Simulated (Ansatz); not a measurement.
**Structures of WS2: which is lowest?**

Plane-wave DFT in Ansatz with scalar-relativistic PAW potentials, cutoff 420 eV, Γ-centred meshes chosen by cell and gap, Gaussian smearing with energies taken to zero width. Every cell was relaxed (cell and atoms) in a run of its own, within the symmetry of its start. Functional: LDA.

Relaxed structures (starts from databases or built by putting these elements on another compound's sites):
A. P-6m2, 3 atoms in the computed cell, a = 3.125 Å, c = 16.953 Å; sites (symmetry × multiplicity) W -6m2 × 1, S 3m. × 2; start: database
B. P6_3/mmc, 6 atoms in the computed cell, a = 3.127 Å, c = 12.163 Å; sites (symmetry × multiplicity) W -6m2 × 2, S 3m. × 4; start: database

Task: Rank them by energy. Could pressure change the order?

Result:
```tsv
structure	group	E − E(lowest) (meV/atom)	V (Å³/atom)	gap on mesh (eV)
B	P6_3/mmc	0.0	17.16	0.84
A	P-6m2	36	47.81	1.99
```

B is lowest, 36 meV/atom under A. The lowest is also the densest of these, so pressure wouldn't bring one of the others in at first order. Other structures may lie lower than all of these, and vibrations aren't counted.

Spin-orbit coupling is left out, which matters for the bands of heavy elements. Each cell of WS2 holds layers, and where no dispersion correction was added their binding is poorly described.